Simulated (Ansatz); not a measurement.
## Bands of NbAl₃

```
Al Nb
1.0
    -1.91698    1.91698    4.29245
     1.91698   -1.91698    4.29245
     1.91698    1.91698   -4.29245
Al Nb
3 1
Direct
  0.50000 0.50000 0.00000
  0.75000 0.25000 0.50000
  0.25000 0.75000 0.50000
  0.00000 0.00000 0.00000
```

Atom numbers follow the list: Al1, Al2, Al3, Nb4.

The conventional cell has a = 3.834 Å, b = 3.834 Å, c = 8.585 Å, α = 90.00°, β = 90.00°, γ = 90.00°. Al (atom 1) has 4 Nb at 2.71 Å and 8 Al at 2.88 Å as nearest neighbours. Around Al (atom 2) lie 8 Al at 2.71 to 2.88 Å and 4 Nb at 2.88 Å. Nb (atom 4) has 12 Al at 2.71 to 2.88 Å as nearest neighbours.

The cell is the one relaxed in the Materials Project (mp-1842), not relaxed further here; entries there can be hypothetical.

These are results of Ansatz 0.2.0, DFT, LDA, all-electron LAPW, scalar-relativistic, not measurements.

Settings: a Γ-centred 12×12×12 k mesh, Fermi–Dirac smearing of 0.05 eV, basis error target 1 meV/atom, no spin polarisation.

Points in fractions of the reciprocal vectors of this cell: Γ (0, 0, 0), X (0, 0, 0.5), P (0.25, 0.25, 0.25), N (0, 0.5, 0), M (0.5, 0.5, -0.5), S (0.3, 0.7, -0.3), S0 (-0.3, 0.3, 0.3). The path joins them by straight lines in the order Γ–X–P–N–Γ–M–S–S0–Γ; legs that retrace an earlier one aren't tabulated. Energies are in eV from the Fermi level.

Task: Metal or insulator at this level of theory?

Result: No gap opens: metallic or semimetallic.

Task: Tabulate bands 24 to 31, counted from the lowest band of the run, along the path.

Result: 
```tsv
k (1/Å)	point	band 24	band 25	band 26	band 27	band 28	band 29	band 30	band 31
0.00	Γ	-2.76	-2.66	-2.06	-2.06	0.08	1.66	1.66	1.81
0.17		-3.04	-2.68	-2.37	-1.73	-0.42	1.77	1.81	2.08
0.33		-3.42	-3.04	-2.73	-1.40	-1.31	1.74	2.02	2.03
0.50		-3.72	-3.11	-2.75	-2.30	-1.16	1.73	2.13	2.22
0.66		-3.89	-3.58	-2.74	-2.25	-1.35	1.58	2.05	2.20
0.83		-4.28	-3.94	-2.68	-2.12	-1.66	0.95	2.01	2.42
0.99		-4.84	-3.93	-2.62	-2.53	-1.92	1.18	1.80	2.64
1.16	X	-5.14	-3.92	-2.82	-2.60	-2.02	1.57	1.71	2.70
1.21		-5.14	-3.98	-2.74	-2.59	-2.03	1.57	1.71	2.46
1.26		-5.14	-4.11	-2.57	-2.55	-2.05	1.57	1.71	2.08
1.32		-5.14	-4.26	-2.54	-2.29	-2.09	1.54	1.69	1.71
1.37		-5.14	-4.40	-2.50	-2.14	-2.02	1.26	1.59	1.71
1.42		-5.14	-4.51	-2.45	-2.20	-1.75	0.93	1.58	1.71
1.47		-5.14	-4.58	-2.39	-2.27	-1.55	0.68	1.58	1.71
1.52	P	-5.14	-4.60	-2.33	-2.33	-1.47	0.58	1.58	1.71
1.64		-5.00	-4.15	-2.48	-2.31	-1.43	0.68	1.59	1.70
1.76		-4.66	-3.52	-2.78	-2.27	-1.32	0.72	1.64	1.85
1.88		-4.24	-3.46	-2.54	-2.21	-1.13	0.64	1.61	2.34
1.99		-3.81	-3.80	-2.15	-1.94	-0.89	0.66	1.57	2.82
2.11		-4.08	-3.41	-2.12	-1.49	-0.62	0.95	1.54	2.86
2.23		-4.27	-3.12	-2.10	-1.29	-0.41	1.49	1.52	2.84
2.34	N	-4.33	-3.02	-2.10	-1.23	-0.32	1.52	1.86	2.83
2.47		-4.28	-3.00	-2.05	-1.23	-0.47	1.28	2.05	2.56
2.60		-4.12	-2.93	-1.91	-1.25	-0.77	0.87	2.15	2.47
2.73		-3.87	-2.83	-1.74	-1.34	-1.03	0.59	1.88	2.85
2.86		-3.53	-2.75	-1.74	-1.53	-0.97	0.61	1.82	2.92
2.99		-3.15	-2.70	-1.89	-1.80	-0.60	0.96	1.93	2.52
3.11		-2.84	-2.68	-2.01	-2.00	-0.16	1.44	1.95	2.04
3.24	Γ	-2.76	-2.66	-2.06	-2.06	0.08	1.66	1.66	1.81
3.35		-2.70	-2.33	-2.03	-2.03	0.09	1.59	1.59	1.91
3.45		-2.78	-1.94	-1.94	-1.66	0.11	1.39	1.39	1.71
3.56		-2.90	-1.80	-1.80	-1.10	0.14	1.09	1.09	1.50
3.66		-3.02	-1.61	-1.61	-0.85	0.18	0.74	0.74	1.70
3.76		-3.12	-1.39	-1.39	-0.86	0.21	0.38	0.38	2.24
3.87		-3.18	-1.17	-1.17	-0.94	0.07	0.07	0.23	2.83
3.97	M	-3.20	-1.06	-1.06	-0.98	-0.07	-0.07	0.24	3.10
4.07		-3.28	-1.46	-1.12	-0.58	-0.13	-0.07	0.30	3.21
4.16		-3.55	-1.76	-1.27	-0.26	-0.21	-0.05	0.47	3.47
4.25		-4.03	-1.86	-1.46	-0.46	-0.03	0.10	0.70	3.58
4.35		-4.64	-1.81	-1.65	-0.68	-0.02	0.36	0.97	3.34
4.44		-5.28	-1.81	-1.71	-0.90	-0.04	0.62	1.28	3.01
4.54		-5.83	-1.94	-1.64	-1.09	-0.10	0.88	1.63	2.76
4.63	S	-5.94	-2.03	-1.65	-1.26	-0.22	1.16	2.03	2.63
4.74		-5.60	-2.06	-1.87	-1.30	-0.29	1.29	2.11	2.56
4.86		-5.00	-2.38	-2.08	-1.27	-0.32	1.41	1.99	2.59
4.97		-4.44	-2.91	-2.10	-1.24	-0.32	1.50	1.88	2.73
5.09		-4.44	-2.91	-2.10	-1.24	-0.32	1.50	1.88	2.73
5.20		-5.00	-2.38	-2.08	-1.27	-0.32	1.41	1.99	2.59
5.32		-5.60	-2.06	-1.87	-1.30	-0.29	1.29	2.11	2.56
5.43	S0	-5.94	-2.03	-1.65	-1.26	-0.22	1.16	2.03	2.63
5.57		-5.34	-2.05	-1.89	-1.46	-0.52	1.50	2.30	2.68
5.71		-4.58	-2.30	-1.94	-1.60	-0.89	1.35	1.83	3.12
5.85		-3.81	-2.76	-1.72	-1.69	-1.27	0.95	1.59	3.68
5.99		-3.18	-3.18	-1.83	-1.60	-1.31	0.75	1.59	3.82
6.13		-3.52	-2.81	-1.94	-1.85	-0.81	0.95	1.80	2.88
6.27		-3.05	-2.69	-2.02	-2.01	-0.25	1.40	2.09	2.09
6.41	Γ	-2.76	-2.66	-2.06	-2.06	0.08	1.66	1.66	1.81
```
